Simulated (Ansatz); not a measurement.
The relaxed structure here is a generated cell of TePb: the first start was made by placing the elements on the sites of a structure type, and the end was not matched to a known phase here, so it may be hypothetical. Known forms of TePb include space group No. 225.

One stationary structure of TePb. All values below come from PBEsol (plane waves to 420 eV, PAW, scalar-relativistic; Ansatz, a first-principles code).

```cif
data_Pb2Te2
_chemical_formula_sum 'Te2 Pb2'
_space_group_name_H-M_alt 'P 1'
_space_group_IT_number 1
_cell_length_a 4.39875
_cell_length_b 4.39875
_cell_length_c 8.03711
_cell_angle_alpha 90.000
_cell_angle_beta 90.000
_cell_angle_gamma 120.000
loop_
_space_group_symop_operation_xyz
  'x, y, z'
loop_
_atom_site_label
_atom_site_type_symbol
_atom_site_fract_x
_atom_site_fract_y
_atom_site_fract_z
_atom_site_occupancy
Te1 Te 0.00000 0.00000 0.50000 1
Te2 Te 0.00000 0.00000 0.00000 1
Pb1 Pb 0.33333 0.66667 0.75000 1
Pb2 Pb 0.66667 0.33333 0.25000 1
```

**Question.** Determine the symmetry and give the standard cell with its independent sites.

**Answer.** Space group P6₃/mmc (No. 194); a = b = 4.399 Å, c = 8.037 Å, α = β = 90.00°, γ = 120.00°

```csv
atom,site,symmetry,x,y,z
Te,2a,-3m.,0.0000,0.0000,0.0000
Pb,2d,-6m2,0.6667,0.3333,0.2500
```

This is the NiAs type.

**Question.** Give the shortest distances between elements (the closest pairs, up to four, under 3.6 Å).

**Answer.** Pb–Te 3.24 Å.

```json
{
  "volume_per_atom": "33.67 Å³",
  "band_gap": "no clear gap: the sampled points leave 0.12 eV away from the symmetry points, which may be a band crossing missed between them",
  "smallest_direct_gap": "0.31 eV at k = (0, -0.5, 0)"
}
```

No spin polarisation in the result. Spin-orbit coupling is missing; with elements this heavy it can move band edges by tenths of an eV or more.

The run could not lose the symmetry of its start, so the end can be a saddle point.

All atoms sit on sites fixed by symmetry, so only the cell could relax.
